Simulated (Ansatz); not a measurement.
A generated cell, not matched to a known phase here, of SrRuS3: I4/mcm (No. 140), tI20; a = b = 5.8671 Å, c = 11.1450 Å, α = β = γ = 90.00°; Sr 4b (0.000, 0.500, 0.250); Ru 4c (0.000, 0.000, 0.000); S 8h (0.366, 0.134, 0.000); S 4a (0.000, 0.000, 0.250). These are PBEsol (plane waves to 420 eV, PAW, scalar-relativistic; Ansatz, a program for electronic structure) values and carry that method's errors. Element references, the lowest calculated here: Ru (P6₃/mmc), Sr (Fm-3m), S (Fddd).

Total energies (eV/atom, σ → 0; comparable only within this code, potentials and settings):

| phase | E (eV/atom) |
|---|---|
| SrRuS3 (I4/mcm) | -2393.625 |
| Ru (P6₃/mmc) | -5816.504 |
| Sr (Fm-3m) | -3492.214 |
| S (Fddd) | -884.892 |

Q: What is the formation energy of this I4/mcm form of SrRuS3 from the elements?

A: E_f = -2393.625 − [1 × (-3492.214) + 1 × (-5816.504) + 3 × (-884.892)] / 5 = -0.95 eV/atom (-4.7 eV per formula unit).

A lower structure of this composition may exist, and whether it forms at all is not checked here.

Static energies, no anion corrections, no zero-point energy. Values are rounded to 0.01 eV/atom. Not shown to be the ambient phase of their composition (a lower form may be missing, and a cell relaxed within its start's symmetry can be a saddle point): SrRuS3 (I4/mcm). The relaxed cell holds bonded S–S pairs (2.22 Å). The compounds carry no spin polarisation.
